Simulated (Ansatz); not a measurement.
A geometry of Cr away from equilibrium: step 2 of the relaxation of a relaxed Cr cell displaced along its unstable phonon at q = (½, ½, 0) of its primitive reciprocal cell (285i cm⁻¹), largest move 0.15 Å. Method: PBE (plane waves to 420 eV, PAW, scalar-relativistic; Ansatz, a quantum-chemistry and plane-wave program). Γ-centred k-mesh 14×14×14 on the run's cell (coarser than for final values), Fermi–Dirac smearing 0.05 eV. The plane waves were selected for a different cell earlier on the path.

```xyz
2
Lattice="4.5702 0.0000 0.0000 2.2851 2.2851 0.0000 0.0000 0.0000 2.3525" Properties=species:S:1:pos:R:3 pbc="T T T"
Cr     0.0000     0.0000     0.3318
Cr     2.2851     0.0000    -0.3318
```

**Question.** Give the Cartesian forces on all atoms (eV/Å).

**Answer.** 
```csv
atom,Fx,Fy,Fz
Cr1,0.00,0.00,1.25
Cr2,0.00,0.00,-1.25
```

The path ends in Im-3m (No. 229) (bcc (W type)). No spin polarisation in the result. A magnetic state may lie lower.

The run could not lose the symmetry of its start.

Of the parent cell (Pm-3m (No. 221)): it is a generated cell of Cr: the first start was made by placing the elements on the sites of a structure type, and the end was not matched to a known phase here, so it may be hypothetical. Known forms of Cr include space group No. 229.
